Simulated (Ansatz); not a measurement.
Relaxed-ion elastic tensor of Al$_{2}$GaN$_{3}$ in space group Cm (No. 8; Pearson symbol mS24) in GPa (Voigt order), PBEsol in the plane-wave PAW code Ansatz; density 4.26 g/cm³, 10.77 Å³ per atom.

```csv
,1,2,3,4,5,6
1,347,110,123,0.0,-17.7,0.0
2,110,368,125,0.0,14.6,0.0
3,123,125,346,0.0,13.4,0.0
4,0.0,0.0,0.0,112,0.0,7.0
5,-17.7,14.6,13.4,0.0,124,0.0
6,0.0,0.0,0.0,7.0,0.0,106
```

Problem. Is the crystal mechanically stable?

Solution. Yes: the smallest eigenvalue of C is 101 GPa.

Problem. Work out the Voigt, Reuss and Hill averages.

Solution. K_V = 197, K_R = 197, K_H = 197; G_V = 115, G_R = 113, G_H = 114 GPa.

Problem. Give Young's modulus, Poisson's ratio, Pugh's ratio and the universal anisotropy index.

Solution. E = 9KG/(3K + G) = 287 GPa; ν = 0.26; K/G = 1.73 (near the Pugh limit of 1.75, no verdict); A_U = 5G_V/G_R + K_V/K_R − 6 = 0.08.

Problem. Estimate the sound speeds and the Debye temperature.

Solution. v_l = √((K + 4G/3)/ρ) = 9060 m/s, v_t = √(G/ρ) = 5180 m/s, mean 5760 m/s; Θ = (h/k)(3n/4πV)^(1/3) v_m = 776 K.

Problem. Solve the Christoffel equation for the three sound speeds along x, y, z.

Solution. Eigenvalues of C_ijkl n_j n_l equal ρv² (piezoelectric stiffening left out). In km/s, slowest first: x 5.00, 5.36, 9.05; y 4.88, 5.23, 9.29; z 5.12, 5.37, 9.03.

Problem. How much does each axis shrink under pressure?

Solution. Linear compressibilities β_i = Σ_j S_ij (j = 1 to 3): x 1.8, y 1.6, z 1.7 per TPa.

The first step of the workflow began from a Materials Project structure, measured or hypothetical; the Crystallography Open Database copy checked does not list it. With Al and Ga taken as one species the cell has the higher symmetry P6_3mc, so it may be an ordered model of a mixed-site phase. Its standing as an ambient phase is unchecked. Symmetry was held in the PBEsol relaxation; of distortions, only those at the zone centre were tested.

Potentials: the later of the program's two PAW sets.
